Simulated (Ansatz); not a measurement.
A 4-atom cell of PbO started from a crystallographic database (r2SCAN+rVV10 geometry), in Ansatz:

```xyz
4
Lattice="3.9804 0.0000 0.0000 0.0000 3.9804 0.0000 0.0000 0.0000 5.0009" Properties=species:S:1:pos:R:3 pbc="T T T"
Pb    0.0000    1.9902    1.1834
Pb    1.9902    0.0000    3.8175
O     0.0000    0.0000    0.0000
O     1.9902    1.9902    0.0000
```

G0W0@PBE with 298 empty bands, a screening cutoff of 140 eV and a 4×4×4 mesh (PAW, contour deformation) gives 1.652 eV over the mesh points, from a PBE gap of 1.222 eV; it sums over 318 bands with 293 plane waves in the screening and a wave cutoff of 420 eV. The G0W0 figures hold for the stated bands, cutoff and mesh and aren't extrapolated. (Simulation; spin polarisation is off.)

(1) Estimate the gap with starting point r2SCAN.

(2) Estimate the gap with mesh 6×6×4, empty bands 128, screening cutoff 80 eV.

Answers

(1) 1.839 eV (+0.187 eV), from a Kohn-Sham gap of 1.533 eV.

(2) 1.489 eV (-0.163 eV), from a Kohn-Sham gap of 1.223 eV.

Spin-orbit coupling is left out; in compounds of Pb, Bi, Tl or Hg it can lower a gap by up to about 1 eV, split its edges or invert the bands.
